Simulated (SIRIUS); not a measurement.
A self-consistent single point of TiO2 (I4_1/amd, 6 atoms in the cell; from Materials Project mp-390, lattice scaled a little) with SIRIUS.

Method: PBE, PseudoDojo 0.5 standard norm-conserving PBE (tails mended) pseudopotentials (plane waves; SIRIUS).

```
TiO2
1.0
   -1.87576     1.87576     4.76809
    1.87576    -1.87576     4.76809
    1.87576     1.87576    -4.76809
Ti O
2 4
Direct
  0.00000   0.00000   0.00000
  0.75000   0.25000   0.50000
  0.95715   0.45715   0.50000
  0.20715   0.20715   0.00000
  0.79285   0.79285   0.00000
  0.54285   0.04285   0.50000
```

Reference input (self-consistent single point, DFT, PBE, plane waves, PseudoDojo 0.5 standard norm-conserving PBE (tails mended) pseudopotentials): parameters.ngridk = 6 6 6; parameters.xc_functionals = [XC_GGA_X_PBE, XC_GGA_C_PBE]; parameters.gk_cutoff = 9.165 1/bohr; parameters.pw_cutoff = 18.331 1/bohr; parameters.smearing = fermi_dirac; parameters.smearing_width = 0.000734986 Ha; potentials = PseudoDojo 0.5 standard norm-conserving PBE (tails mended) pseudopotentials; parameters.electronic_structure_method = pseudopotential; parameters.num_bands = 29; parameters.num_mag_dims = 0; parameters.num_dft_iter = 100; parameters.energy_tol = 1e-07 Ha. This run's input differs from it in these lines:

```diff
@@ -16,3 +16,4 @@
     "pw_cutoff": 18.331,
-    "ngridk": [6, 6, 6],
+    "ngridk": [4, 4, 4],
+    "shiftk": [1, 1, 1],
     "smearing": "fermi_dirac",
```

Log, with long lists cut:

```
[find] density tolerance         : 1e-06
[find] total energy tolerance    : 1e-07
[find] iter_solver_tol (initial) : 0.01
[find] iter_solver_tol (target)  : 1e-13
[find] num_dft_iter              : 100
Charges and magnetic moments
--------------------------------------------------------------------------------
total charge          : 48.000000
[find] | SCF iteration   0 out of 100|
[diagonalize] iterative solver tolerance (occupied, empty): 0.01 0.01
[diagonalize] average number of iterations: 1
[find] Charges and magnetic moments
[find] total charge          : 48.000000
[find] Energy
[find] smearing (-TS)                 :       0.00000000
   [... lines left out ...]

[find] Charges and magnetic moments
[find] total charge          : 48.000000
[find] Energy
[find] smearing (-TS)                 :       0.00000000
[find] Total energy                   :    -185.21560722 (Ha),    -370.43121445 (Ry)
[find] Free energy (E-TS)             :    -185.21560722 (Ha),    -370.43121445 (Ry)
[find] band gap (eV)                  :       2.38177683
[find] Efermi                         :       0.32253403
[find] iteration : 26, RMS (target) : 1.1259e-07 (1.0000e-06) , energy difference (target) : 2.6716e-12 (1.0000e-07)
[find] bands are converged : true
[find] iterative solver converged : true
[find] converged after 27 SCF iterations!
[find] Charges and magnetic moments
[find] total charge          : 48.000000
[find] Energy
[find] smearing (-TS)                 :       0.00000000
[find] Total energy                   :    -185.21560722 (Ha),    -370.43121445 (Ry)
[find] Free energy (E-TS)             :    -185.21560722 (Ha),    -370.43121445 (Ry)
[find] band gap (eV)                  :       2.38177683
[find] Efermi                         :       0.32253403
[ground_state] === stress tensor components [kbar] ===
[ground_state] === stress_total ===
[ground_state]   -84.865062    0.000000    0.000000
[ground_state]     0.000000  -84.865062    0.000000
[ground_state]     0.000000    0.000000  -88.009336
[ground_state] ==== total Forces in Ha/bohr =====
[ground_state] atom:    0, force:      -0.0000000      0.0000000     -0.0000000
[ground_state] atom:    1, force:       0.0000000     -0.0000000      0.0000000
[ground_state] atom:    2, force:      -0.0000000     -0.0000000      0.0034091
[ground_state] atom:    3, force:       0.0000000     -0.0000000      0.0034091
[ground_state] atom:    4, force:      -0.0000000      0.0000000     -0.0034091
[ground_state] atom:    5, force:       0.0000000      0.0000000     -0.0034091
```

The run converged in 27 iterations. SIRIUS prints the stress tensor with tension positive. Against the reference run the free energy is nearly the same (within 1 meV/atom), the pressure hardly changes (8.58 to 8.59 GPa) and the largest force goes from 0.168 to 0.175 eV/Å.

A shifted mesh samples other points: it can miss Γ, where band edges often lie, and can lower the symmetry, which leaves small forces and shears. This run is one point of a test of settings, so its values need not be converged; read them against the reference run alone. The structure comes from a collection of computed structures, made at another level of theory; the collection holds predicted forms beside known ones. Its lattice was then scaled.

Cost on one core: around 90 core-seconds (rough).

The gap that the log prints is read on the run's mesh, which can miss the band edges or a crossing.

“Tails mended”: in these copies of the files the far tail of each local potential was reset to the Coulomb form.
